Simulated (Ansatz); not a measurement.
BiRh (NiAs type, space group No. 194) at seven volumes, the program Ansatz at the r²SCAN level (PAW), shape and atoms relaxed at each. One row is withheld.

| V (Å³/atom) | P (GPa) |
|---|---|
| 19.126 | 15.24 |
| 19.757 | 9.19 |
| 20.387 | ? |
| 21.018 | 0.00 |
| 21.648 | -3.45 |
| 22.279 | -6.32 |
| 22.909 | -8.71 |

Q: Fit the shown pressures and predict the withheld one.

A: Third-order Birch–Murnaghan: P = (3/2)B₀(x^(7/2) − x^(5/2))[1 + (3/4)(B′ − 4)(x − 1)] with x = (V₀/V)^(2/3). Least squares on the six rows gives V₀ = 21.019 Å³/atom, B₀ = 126.4 GPa, B′ = 5.19. At V = 20.387, x = 1.0206 and P = 4.18 GPa. The run itself gave 4.17 GPa.

Space group P6_3/mmc (NiAs type). The workflow started from a Materials Project entry (that database holds measured and hypothetical structures alike); the Crystallography Open Database files this formula in space group No. 194, but the cells were not matched. Its standing as an ambient phase is unchecked. The r²SCAN relaxation kept the symmetry of its start; whether a distortion lowers the energy is not shown. No spin polarisation was allowed. Scalar-relativistic: spin–orbit coupling is off unless named, which matters more the heavier the elements.

Potentials: the later of the program's two PAW sets.
